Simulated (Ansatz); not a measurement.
Level of theory: DFT PBE, scalar-relativistic, plane waves, PAW in Ansatz. Settings: cutoff 420 eV, Γ-centred meshes spaced at most about 0.3 Å⁻¹ (2π included), Gaussian smearing. No spin polarisation in the final relaxations.

Temperature and zero-point effects are left out.

Two relaxed structures of SnGe5Te6:

A. Space group P-3m1 (No. 164), trigonal, a = 4.293 Å, c = 21.102 Å. Around Sn lie 6 Te at 3.17 Å; around Ge on a site of symmetry 3m lie 6 Te at 3.02 Å; Ge on a second site of symmetry 3m has 6 Te at 3.01 Å; Ge on a site of symmetry -3m is surrounded by 6 Te at 3.02 Å; Te on its first site has 6 Ge at 3.01–3.02 Å; 2 more sites not described.

B. Space group Cm (No. 8), monoclinic, a = 7.736 Å, b = 4.272 Å, c = 21.085 Å, β = 91.7°. Sn has 3 Te at 3.04–3.08 Å and 3 Te at 3.31–3.35 Å; around Ge on its first site lie 3 Te at 2.84–2.86 Å and 3 Te at 3.28–3.29 Å; around Ge on its second site lie 3 Te at 2.86–2.87 Å and 3 Te at 3.25–3.26 Å; around Ge on its third site lie 3 Te at 2.86–2.87 Å and 3 Te at 3.25–3.28 Å; around Te on its first site lie 3 Ge at 2.84–2.87 Å and 3 Ge at 3.26–3.28 Å; 7 more sites not described.

**Question.** Which form is favoured at zero pressure, and by what margin per atom?

**Answer.** B is lower, by 14 meV/atom. The two are nearly one structure: a small distortion parts them. A has Sn and Ge ordered on rock salt sites, space group P-3m1 (No. 164), 28.1 Å³/atom and a gap of 0.24 eV on its mesh; B has Sn and Ge ordered on rock salt sites, space group Cm (No. 8), 29.0 Å³/atom and a gap of 0.52 eV. The lower one is the more open, so pressure narrows the difference. Both come from invented guesses.

These runs have no spin–orbit coupling, which can matter for Te. Kohn–Sham gaps at this level usually fall short of measured ones. The missing spin–orbit coupling can work the other way here. Cells relaxed within their symmetry can be saddle points. The Cm cell of SnGe5Te6 came from shaking the P-3m1 one.
